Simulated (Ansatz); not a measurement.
Bi₂Se₃ (Bi2Te3 type, space group R-3m)

```
Bi2Se3
1.0
    2.07216     1.19636     9.48267
   -2.07216     1.19636     9.48267
    0.00000    -2.39272     9.48267
Bi Se
2 3
Direct
  0.40087   0.40087   0.40087
  0.59913   0.59913   0.59913
  0.00000   0.00000   0.00000
  0.21052   0.21052   0.21052
  0.78948   0.78948   0.78948
```

In this cell atom 3 (Se, nearest neighbour Bi at 3.069 Å; its periodic images, 4.1 Å or more away, move with it) is moved by s along Cartesian [110], unit vector (0.707, 0.707, 0.000); all other atoms and the cell stay fixed.

Level of theory: PBE-D3(BJ) (plane waves to 420 eV, PAW, scalar-relativistic; Ansatz, a program for electronic structure). k mesh 8×8×8 (Γ-centred), Fermi-Dirac smearing 0.05 eV. The energy includes the smearing's −TS. Bi2Se3 was relaxed with its symmetry unable to fall. Spin-orbit coupling is left out, though Bi is heavy. ΔE is measured from the undisplaced structure.

```tsv
s (Å)	ΔE (meV/cell)
-0.610	620
-0.488	390
-0.366	withheld
-0.244	94
-0.122	23
0.000	0
0.122	23
0.244	94
0.366	withheld
0.488	390
0.610	620
```

Task: Fit an even polynomial form (powers 2, 4) to the given rows and predict ΔE at s = -0.366.

Result: Least squares on the 9 given rows: ΔE = (1579)·s² + (235.9)·s⁴, in meV/cell with s in Å; root-mean-square residual 0.6 meV/cell. At -0.366 the fit gives 216 meV/cell; the calculation gives 215 meV/cell, so the interpolation is off by 1 (+0.5 %). The quadratic term alone would give 212 meV/cell.

(For displaced atoms, the force is minus the slope of the energy, and its curvature is a force constant, which sets phonon frequencies.)
